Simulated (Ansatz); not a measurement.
A relaxation computed with Ansatz, from input to last step.

```yaml
crystal:
  lattice:
    - [5.7564301925, 0.0, 0.0]
    - [-2.8782150962, 4.9852147817, 0.0]
    - [0.0, 0.0, 3.5051932808]
  atoms:
    - { symbol: Be, position: [0.0, 0.0, 0.0] }
    - { symbol: Si, position: [0.5, 0.0, 0.5] }
    - { symbol: Si, position: [0.5, 0.5, 0.5] }
    - { symbol: Si, position: [0.0, 0.5, 0.5] }
    - { symbol: Hg, position: [0.3333333333, 0.6666666667, 0.0] }
    - { symbol: Hg, position: [0.6666666667, 0.3333333333, 0.0] }
basis:
  ecutwfc: 420
kpoints:
  mp_grid: { grid: [6, 6, 6] }
hamiltonian:
  xc: pbe
scf:
  occupations: { method: gaussian, width: 0.1 }
  lower_state_search: "off"
output:
  forces: true
  stress: true
  eigenvalues: true
relax:
  adjacent_minimum: "off"
  f_tol: 0.04
  max_steps: 70
  cell: { stress_tol: 0.4 }
```

```bash
ansatz run input.yaml --threads 1 --pin off --max-ram 2560MiB --backend cpu --events-out ev --progress --plain --runs-dir out
```

Computed with DFT PBE, scalar-relativistic, plane waves, PAW in Ansatz 0.2.0.

Of 29 frames 10 are shown, positions in Å and forces in eV/Å; the SCF threshold varies from step to step. Steps run on the plane waves of an earlier cell, with a Pulay correction in the pressure. The basis is chosen afresh for the last frame, the zero of the energies, and at times for earlier ones too; energy and pressure step there, also at an unchanged geometry. Here that happened at steps 13 (-98 meV/atom, 5.5 GPa), 21 (-7 meV/atom, 0.6 GPa); the frames before carry an error of that size.

```xyz
6
Lattice="5.7564 0.0000 0.0000 -2.8782 4.9852 0.0000 0.0000 0.0000 3.5052" Properties=species:S:1:pos:R:3:forces:R:3 pbc="T T T" step=1 free_energy_over_end_meV_per_atom=963.83 pressure_GPa=35.55
Be    0.0000    0.0000    0.0000    0.0000    0.0000    0.0000
Si    2.8782    0.0000    1.7526    0.0000    0.0000    0.0000
Si    1.4391    2.4926    1.7526    0.0000    0.0000    0.0000
Si   -1.4391    2.4926    1.7526    0.0000    0.0000    0.0000
Hg    0.0000    3.3235    0.0000    0.0000    0.0000    0.0000
Hg    2.8782    1.6617    0.0000    0.0000    0.0000    0.0000
6
Lattice="5.9769 0.0000 0.0000 -2.9885 5.1762 0.0000 0.0000 0.0000 4.0175" Properties=species:S:1:pos:R:3:forces:R:3 pbc="T T T" step=4 free_energy_over_end_meV_per_atom=415.05 pressure_GPa=3.75
Be    0.0000    0.0000    0.0000    0.0000    0.0000    0.0000
Si    2.9885    0.0000    2.0088    0.0000    0.0000    0.0000
Si    1.4942    2.5881    2.0088    0.0000    0.0000    0.0000
Si   -1.4942    2.5881    2.0088    0.0000    0.0000    0.0000
Hg    0.0000    3.4508    0.0000    0.0000    0.0000    0.0000
Hg    2.9885    1.7254    0.0000    0.0000    0.0000    0.0000
6
Lattice="5.5689 0.0000 0.0000 -2.7844 4.8228 0.0000 0.0000 0.0000 4.5319" Properties=species:S:1:pos:R:3:forces:R:3 pbc="T T T" step=7 free_energy_over_end_meV_per_atom=302.85 pressure_GPa=-1.46
Be    0.0000    0.0000    0.0000    0.0000    0.0000    0.0000
Si    2.7844    0.0000    2.2660    0.0000    0.0000    0.0000
Si    1.3922    2.4114    2.2660    0.0000    0.0000    0.0000
Si   -1.3922    2.4114    2.2660    0.0000    0.0000    0.0000
Hg    0.0000    3.2152    0.0000    0.0000    0.0000    0.0000
Hg    2.7844    1.6076    0.0000    0.0000    0.0000    0.0000
6
Lattice="5.2041 0.0000 0.0000 -2.6021 4.5069 0.0000 0.0000 0.0000 4.7356" Properties=species:S:1:pos:R:3:forces:R:3 pbc="T T T" step=10 free_energy_over_end_meV_per_atom=262.17 pressure_GPa=0.11
Be    0.0000    0.0000    0.0000    0.0000    0.0000    0.0000
Si    2.6021    0.0000    2.3678    0.0000    0.0000    0.0000
Si    1.3010    2.2534    2.3678    0.0000    0.0000    0.0000
Si   -1.3010    2.2534    2.3678    0.0000    0.0000    0.0000
Hg    0.0000    3.0046    0.0000    0.0000    0.0000    0.0000
Hg    2.6021    1.5023    0.0000    0.0000    0.0000    0.0000
6
Lattice="5.1700 0.0000 0.0000 -2.5850 4.4774 0.0000 0.0000 0.0000 4.7605" Properties=species:S:1:pos:R:3:forces:R:3 pbc="T T T" step=13 free_energy_over_end_meV_per_atom=163.61 pressure_GPa=5.58
Be    0.0000    0.0000    0.0000    0.0000    0.0000    0.0000
Si    2.5850    0.0000    2.3803    0.0000    0.0000    0.0000
Si    1.2925    2.2387    2.3803    0.0000    0.0000    0.0000
Si   -1.2925    2.2387    2.3803    0.0000    0.0000    0.0000
Hg    0.0000    2.9849    0.0000    0.0000    0.0000    0.0000
Hg    2.5850    1.4925    0.0000    0.0000    0.0000    0.0000
6
Lattice="4.8817 0.0000 0.0000 -2.4408 4.2276 0.0000 0.0000 0.0000 5.4511" Properties=species:S:1:pos:R:3:forces:R:3 pbc="T T T" step=17 free_energy_over_end_meV_per_atom=31.59 pressure_GPa=2.36
Be    0.0000    0.0000    0.0000    0.0000    0.0000    0.0000
Si    2.4408    0.0000    2.7255    0.0000    0.0000    0.0000
Si    1.2204    2.1138    2.7255    0.0000    0.0000    0.0000
Si   -1.2204    2.1138    2.7255    0.0000    0.0000    0.0000
Hg    0.0000    2.8184    0.0000    0.0000    0.0000    0.0000
Hg    2.4408    1.4092    0.0000    0.0000    0.0000    0.0000
6
Lattice="4.8503 0.0000 0.0000 -2.4252 4.2005 0.0000 0.0000 0.0000 5.7475" Properties=species:S:1:pos:R:3:forces:R:3 pbc="T T T" step=20 free_energy_over_end_meV_per_atom=14.80 pressure_GPa=-0.06
Be    0.0000    0.0000    0.0000    0.0000    0.0000    0.0000
Si    2.4252    0.0000    2.8738    0.0000    0.0000    0.0000
Si    1.2126    2.1003    2.8738    0.0000    0.0000    0.0000
Si   -1.2126    2.1003    2.8738    0.0000    0.0000    0.0000
Hg    0.0000    2.8003    0.0000    0.0000    0.0000    0.0000
Hg    2.4252    1.4002    0.0000    0.0000    0.0000    0.0000
6
Lattice="4.8344 0.0000 0.0000 -2.4172 4.1867 0.0000 0.0000 0.0000 5.9103" Properties=species:S:1:pos:R:3:forces:R:3 pbc="T T T" step=23 free_energy_over_end_meV_per_atom=4.64 pressure_GPa=0.11
Be    0.0000    0.0000    0.0000    0.0000    0.0000    0.0000
Si    2.4172    0.0000    2.9552    0.0000    0.0000    0.0000
Si    1.2086    2.0933    2.9552    0.0000    0.0000    0.0000
Si   -1.2086    2.0933    2.9552    0.0000    0.0000    0.0000
Hg    0.0000    2.7911    0.0000    0.0000    0.0000    0.0000
Hg    2.4172    1.3956    0.0000    0.0000    0.0000    0.0000
6
Lattice="4.7719 0.0000 0.0000 -2.3859 4.1326 0.0000 0.0000 0.0000 6.3416" Properties=species:S:1:pos:R:3:forces:R:3 pbc="T T T" step=26 free_energy_over_end_meV_per_atom=0.98 pressure_GPa=0.37
Be    0.0000    0.0000    0.0000    0.0000    0.0000    0.0000
Si    2.3859    0.0000    3.1708    0.0000    0.0000    0.0000
Si    1.1930    2.0663    3.1708    0.0000    0.0000    0.0000
Si   -1.1930    2.0663    3.1708    0.0000    0.0000    0.0000
Hg    0.0000    2.7550    0.0000    0.0000    0.0000    0.0000
Hg    2.3859    1.3775    0.0000    0.0000    0.0000    0.0000
6
Lattice="4.7857 0.0000 0.0000 -2.3929 4.1446 0.0000 0.0000 0.0000 6.2949" Properties=species:S:1:pos:R:3:forces:R:3 pbc="T T T" step=29 free_energy_over_end_meV_per_atom=0.00 pressure_GPa=0.04
Be    0.0000    0.0000    0.0000    0.0000    0.0000    0.0000
Si    2.3929    0.0000    3.1474    0.0000    0.0000    0.0000
Si    1.1964    2.0723    3.1474    0.0000    0.0000    0.0000
Si   -1.1964    2.0723    3.1474    0.0000    0.0000    0.0000
Hg    0.0000    2.7630    0.0000    0.0000    0.0000    0.0000
Hg    2.3929    1.3815    0.0000    0.0000    0.0000    0.0000
```

The start puts this composition into another compound's structure type, which needn't suit it. At the end the space group is P6/mmm (tolerance 0.05 Å).

Time: 2.8 min on 1 thread of Arm Neoverse V1 (shared host), peak memory 0.37 GiB.

The k mesh is coarse. Spin–orbit coupling is left out, which can shift energies with elements as heavy as these.